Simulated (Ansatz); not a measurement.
## Pressure against volume in ZnIn₂Cl₄

It was reached by relaxing an invented guess, and it needn't be the stable form of this composition.

Method: DFT PBE, scalar-relativistic, plane waves, PAW (Ansatz). Settings of the last relaxation (7-atom cell): 420 eV, 6×6×4 k points, Gaussian smearing of 0.02 eV, no spin polarisation.

```
Zn In Cl
1.0
     6.29164    0.00000    0.00000
    -2.77609    5.68074    0.00000
    -1.93482   -2.69992    6.50127
Zn In Cl
1 2 4
Direct
  0.99279 0.04405 0.00108
  0.10541 0.44577 0.64532
  0.45752 0.77702 0.35516
  0.03247 0.89497 0.70663
  0.95890 0.39385 0.99006
  0.61201 0.75138 0.00494
  0.34090 0.19296 0.29681
```

The cell was set to several volumes, with shape and atoms relaxed at each where symmetry leaves them free. Pressure is positive in compression, and energies count from the lowest row.

```
row  V (Å³/atom)  P (GPa)  ΔE (meV/atom)  gap on mesh (eV)
  1       29.211     0.78            7.5              1.61
  2       30.207        ?              ?                 ?
  3       31.203     0.24            1.4              1.96
  4       32.199     0.09            0.3              2.15
  5       33.195     0.01            0.0              2.33
  6       34.191    -0.06            0.1              2.51
  7       35.186    -0.10            0.6              2.69
  8       36.514    -0.12            1.6              2.86
```

Question: Find B = −V·ΔP/ΔV from rows 4 and 6 and from rows 1 and 3, and from the two its slope B′ and its value B0 at zero pressure.

Answer: Rows 4 and 6 give −(32.199 + 34.191)/2 × (-0.06 − (0.09))/(34.191 − 32.199) = 2.5 GPa at a mean pressure of 0.01 GPa. Rows 1 and 3 give −(29.211 + 31.203)/2 × (0.24 − (0.78))/(31.203 − 29.211) = 8.2 GPa at a mean pressure of 0.51 GPa. So B′ = (8.2 − 2.5)/(0.51 − (0.01)) = 11.40 and B0 = 2.5 − 11.40 × (0.01) = 2.4 GPa. A third-order Birch–Murnaghan fit to all the energies gives B0 = 2.7 GPa and B′ = 14.4.

Question: Estimate the pressure and energy of row 2.

Answer: From row 5, V0 = 33.195 × (1 + (0.01)/2.4) = 33.333 Å³/atom. Murnaghan's form P = (B0/B′)·[(V0/V)^B′ − 1] gives (2.4/11.40) × [(33.333/30.207)^11.40 − 1] = 0.44 GPa; the computed pressure is 0.46 GPa, so the estimate is off by -0.02 GPa. The work of compression from row 3, with the mean of the two pressures, gives ΔE = 1.4 + (0.44 + 0.24)/2 × (31.203 − 30.207)/160.2 × 1000 = 3.5 meV/atom (1 eV/Å³ = 160.2 GPa); the computed value is 3.6 meV/atom.

Question: Fit the gap against pressure through the other rows and estimate it at the computed pressure of row 2.

Answer: Over the 7 rows the mean pressure is 0.1200 GPa and the mean gap is 2.301 eV. The sums of products of deviations are S_xx = 0.6014 and S_xy = -0.753, so the slope is -0.753/0.6014 = -1.252 (r = -0.92, rms misfit 0.16 eV). At 0.46 GPa the line gives 2.301 + (-1.252) × (0.46 − 0.1200) = 1.88 eV. The computed value is 1.79 eV, so the line is off by +0.09 eV, no more than the largest miss among the fitted rows (0.26 eV). The rows follow a line poorly: the gap bends, or the lowest transition changes along the series.

Kohn–Sham gaps at this level usually fall short of measured ones. All volumes keep the k mesh of the relaxed cell. This cell was reached by moving the atoms of another relaxed cell at random and relaxing again, last within the group found; it had no such test of its own.
